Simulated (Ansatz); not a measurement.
InSb:
```
CELL_PARAMETERS angstrom
      4.62964     0.00000     0.00000
     -2.31482     4.00939     0.00000
      0.00000     0.00000    15.18618
ATOMIC_POSITIONS crystal
  In 0.66667 0.33333 0.99993
  Sb 0.66667 0.33333 0.18767
  In 0.00000 0.00000 0.25034
  Sb 0.00000 0.00000 0.43705
  In 0.33333 0.66667 0.49993
  Sb 0.33333 0.66667 0.68767
  In 0.00000 0.00000 0.75034
  Sb 0.00000 0.00000 0.93705
```

Relaxed with r²SCAN.

Task: Map the valence electron density (e/Å³), cut off at 1 on the plane through (0.667, 0.333, 1.000) spanned by u = [0, 0, 1] and v = [1, -1, 0] in lattice vectors, from r²SCAN in the plane-wave PAW code Ansatz.

Result: x is the fraction of u, y of v (the angle between them is 90°; rows are the nearest grid lines); atoms in the plane: In at (0.00, 0.00), Sb at (0.19, 0.00), In at (0.25, 0.33), Sb at (0.44, 0.33), In at (0.50, 0.67), Sb at (0.69, 0.67), In at (0.75, 0.33), Sb at (0.94, 0.33).
```
|@@@--*@@@@+.                        :@@@|
|@@@--+@@@@=.                        :@@@|
|@@+::-@@@@-.                        .=@@|
|=-....-==-.                          .-=|
|.     ....        ...    .::..        ..|
|                 .:++:..:=##=:.         |
|                 .=@@=::-#@@%-.         |
|                 :@@@@--+@@@@+.         |
|                 :@@@@--*@@@@+.         |
|                 .*@@*::=@@@@=.         |
|                 .-@@-..-*@@#-.         |
|                .::-:.  .:-=-:.     ..  |
|.       .:::.  .:-=-.    .::--:.  .:--:.|
|:.     .-@@@-.:-*@@*.     .-@@@-.:-*@@*:|
|-.     .+@@@*::=@@@@.     .*@@@*::=@@@@-|
|+.     :@@@@@--*@@@@.     :@@@@@--*@@@@+|
|+.     :@@@@@--*@@@@.     :@@@@@--*@@@@+|
|-.     .=@@@=::-%@@#.     .=@@@=::-%@@%-|
|:.     .-+%+:..:=##=.     .:+%+:..:=#%+:|
|:.    .:--:..   .::.       ....   ..---:|
|=-....-++=:.                        .:==|
|@@+::-@@@@-.                        .+@@|
|@@@--+@@@@=.                        :@@@|
|@@@--*@@@@+.                        :@@@|
```
Scale: ten equal steps from 0.006 (start of ' ') to 1.00 (end of '@'), in the order ' .:-=+*#%@'; x runs from 0.000 to 1.00, y from 0.000 (bottom) to 1.00 (top).

The density is the valence pseudo-density with augmentation charge, so density and ELF within about 1 Å of a nucleus are not all-electron values.

Space group P6_3mc. The start of the workflow was typed in or built on a structure type; neither database checked (COD, Materials Project) lists it. It is not the phase usual at ambient conditions (space group No. 216). The cell was relaxed with r²SCAN under the symmetry of its start; whether a distortion lowers the energy is not shown. Spin–orbit coupling is left out wherever it is not named.

Potentials: the earlier of the program's two PAW sets.
